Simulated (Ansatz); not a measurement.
**Co2Si at a changed volume: Coordination and ⁵⁹Co quadrupole coupling**

Cell: an entry of the Crystallography Open Database (COD), relaxed with PBE at fixed cell and then changed (volume scaled by 0.94, ions relaxed).

Space group Pnma (No. 62); a = 4.8176, b = 3.6617, c = 6.9639 Å.

```
site  Wyckoff  site symmetry       x       y       z
 Co1       4c            .m.  0.9613  0.7500  0.2185
 Co5       4c            .m.  0.8271  0.7500  0.5651
  Si       4c            .m.  0.3003  0.7500  0.6052
```

One atom of each set is listed.

The numbers come from a DFT calculation in Ansatz (PBE, plane waves and PAW, scalar-relativistic, collinear spin, 420 eV cutoff, Γ-centred 9×12×6 k-points, Fermi–Dirac smearing 0.05 eV). Start moments as typed (μB): 3 on each Co, none on the rest.

Q(⁵⁹Co) = 420.0 mb.

Question: Order the Co environments from the weakest to the strongest quadrupole coupling.
A. Co5: 5 Si at 2.27–2.55 Å, 8 Co at 2.50–2.65 Å
B. Co1: 5 Si at 2.30–2.54 Å, 8 Co at 2.45–2.65 Å

Answer: B (12.5 MHz, η = 0.80), A (16.9 MHz, η = 0.62).

The run finds no gap above 0.1 eV (a metal, or nearly one), so the gradients can move by 10 % or more with the k-mesh. With these PAW files V_zz is typically within 2 to 3 % of all-electron values, but misses above 10 % occur on Co. At this changed cell the PBE pressure is 9 GPa. The run lost most of its start moments on Co; a state with other moments may lie lower. The magnetic order is the one that the run reached from its start moments, not necessarily the measured one (the real compound may not order at all).
